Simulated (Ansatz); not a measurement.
GaSe:
```
CELL_PARAMETERS angstrom
      1.85732     1.07232     7.81687
     -1.85732     1.07232     7.81687
      0.00000    -2.14465     7.81687
ATOMIC_POSITIONS crystal
  Ga 0.05144 0.05144 0.05144
  Ga 0.94893 0.94893 0.94893
  Se 0.76755 0.76755 0.76755
  Se 0.56606 0.56606 0.56606
```

Tensor components refer to the Cartesian frame of this cell.

Task: Give the high-frequency dielectric tensor and the Born effective charge tensors of the independent atoms from DFPT, LDA in the plane-wave PAW code Ansatz.

Result: 
ε∞:
```
8.68  0.00  0.00
0.00  8.68  0.00
0.00  0.00  7.56
```
Z* of atom 1 (Ga), rows: field, columns: displacement, in e:
```
2.18  0.00  0.00
0.00  2.18  0.00
0.00  0.00  0.95
```
Z* of atom 2 (Ga), rows: field, columns: displacement, in e:
```
2.16  0.00  0.00
0.00  2.16  0.00
0.00  0.00  0.93
```
Z* of atom 3 (Se), rows: field, columns: displacement, in e:
```
-2.16   0.00   0.00
 0.00  -2.16   0.00
 0.00   0.00  -0.91
```
Z* of atom 4 (Se), rows: field, columns: displacement, in e:
```
-2.18   0.00   0.00
 0.00  -2.18   0.00
 0.00   0.00  -0.98
```

Static charges for comparison (Bader): Ga1 +0.62, Ga2 +0.62, Se3 -0.62, Se4 -0.62 e. Born charges measure polarisation by displacement and can exceed these by far.

Space group R3m. The first step of the workflow began from a Materials Project structure, measured or hypothetical; the Crystallography Open Database copy checked does not list it. It is not the phase usual at ambient conditions (space group No. 194). Symmetry was held in the LDA relaxation; its stability against distortions is not shown here. A crystal of weakly bound layers computed without a dispersion correction: the cell and the soft elastic constants depend strongly on that. Spin–orbit coupling is left out wherever it is not named.

Potentials: the later of the program's two PAW sets.
